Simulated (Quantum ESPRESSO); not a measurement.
# Kohn-Sham bands of ZrSe₂ (CdI2 type)

```
CELL_PARAMETERS angstrom
      3.81115     0.00000     0.00000
     -1.90558     3.30055     0.00000
      0.00000     0.00000     6.39991
ATOMIC_POSITIONS crystal
  Zr 0.00000 0.00000 0.00000
  Se 0.66667 0.33333 0.75588
  Se 0.33333 0.66667 0.24412
```

Cell from Materials Project (mp-2076), symmetrised, no further relaxation. COD (Crystallography Open Database) has an entry of this formula and space group (matched by these alone). Level: PBEsol, spinors with spin-orbit coupling; pw.x of Quantum ESPRESSO at 69 Ry with PseudoDojo potentials, 6×6×4 k-points, Wannier90. Density: 12×12×6 mesh, Gaussian smearing 0.01 Ry. The cell is built of weakly bound layers, chains or molecules, whose nearest atoms lie 3.95 Å apart. Database cells relaxed without dispersion often hold them too far apart, which can enlarge gaps and weakens couplings between them; spacing and stacking were not compared with the measured crystal. The gap is small at this level and was sampled on the meshes and a path alone.

**Question.** List the Kohn-Sham levels between −8 and 3.2 eV relative to the valence-band maximum at the high-symmetry points, as a band run of pw.x on that density gives them (levels within 2 meV counted together).

**Answer.** 
| point | k (reciprocal lattice) | levels (eV) |
|---|---|---|
| Γ | 0.000 0.000 0.000 | -4.66 (×2), -2.82 (×2), -2.69 (×2), -0.53 (×2), -0.08 (×2), 0.00 (×2), 0.91 (×2), 0.92 (×2), 1.41 (×2) |
| M | 0.500 0.000 0.000 | -4.66 (×2), -3.10 (×2), -2.76 (×2), -2.55 (×2), -2.15 (×2), -1.37 (×2), 0.42 (×2), 2.36 (×2), 2.71 (×2) |
| K | 0.333 0.333 0.000 | -3.79 (×2), -3.68 (×2), -3.56 (×2), -2.39 (×2), -2.36 (×2), -1.90 (×2), 1.57 (×2), 2.37 (×2), 2.47 (×2) |
| A | 0.000 0.000 0.500 | -3.76 (×2), -2.79 (×2), -2.66 (×2), -2.09 (×2), -0.42 (×2), -0.12 (×2), 0.90 (×2), 0.90 (×2), 1.77 (×2) |
| L | 0.500 0.000 0.500 | -4.74 (×2), -3.60 (×2), -2.75 (×2), -2.58 (×2), -1.33 (×2), -1.03 (×2), 0.23 (×2), 2.36 (×2), 2.69 (×2) |
| H | 0.333 0.333 0.500 | -3.79 (×2), -3.71 (×2), -3.50 (×2), -2.40 (×2), -2.13 (×2), -2.09 (×2), 1.62 (×2), 2.03 (×2), 2.12 (×2) |
